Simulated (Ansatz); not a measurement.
SrGa2Te4:
Space group Cccm (No. 66); a = 6.771 Å, b = 11.791 Å, c = 11.844 Å, α = 90.00°, β = 90.00°, γ = 90.00°

```
atom  site  symmetry       x       y       z
----  ----  --------  ------  ------  ------
Sr      4b       222  0.0000  0.5000  0.2500
Ga      8l       ..m  0.0013  0.2410  0.0000
Te      8l       ..m  0.2354  0.5787  0.0000
Te      8k       ..2  0.2500  0.2500  0.1717
```
(The calculation used a cell of 14 atoms; values per cell refer to that cell.)

Relaxed at zero pressure with r²SCAN in the plane-wave PAW code Ansatz.

**Question.** The volume is lowered by 9 % and shape and atoms relax at that volume. What pressure results, and how do the axes share the change?

**Answer.** 3.0 GPa; a -2.2 %, b -3.4 %, c -3.6 %; the energy rises by 26 meV/atom.

**Question.** Give the new structure.

**Answer.** 
Space group Cccm (No. 66); a = 6.6209 Å, b = 11.3857 Å, c = 11.4143 Å, α = β = γ = 90.00°

| atom | site | symmetry | x | y | z |
|---|---|---|---|---|---|
| Sr | 4b | 222 | 0.0000 | 0.5000 | 0.2500 |
| Ga | 8l | ..m | 0.0009 | 0.2436 | 0.0000 |
| Te | 8l | ..m | 0.2425 | 0.5721 | 0.0000 |
| Te | 8k | ..2 | 0.2500 | 0.2500 | 0.1780 |

The phase is kept; no other phase was compared at this pressure.

The first step of the workflow began from a Materials Project structure, measured or hypothetical; the Crystallography Open Database files this formula in space group No. 66, but the cells were not matched. Its standing as an ambient phase is unchecked. Symmetry was held in the r²SCAN relaxation; whether a distortion lowers the energy is not shown. Scalar-relativistic: spin–orbit coupling is off unless named, which matters more the heavier the elements.

Potentials: the later of the program's two PAW sets.
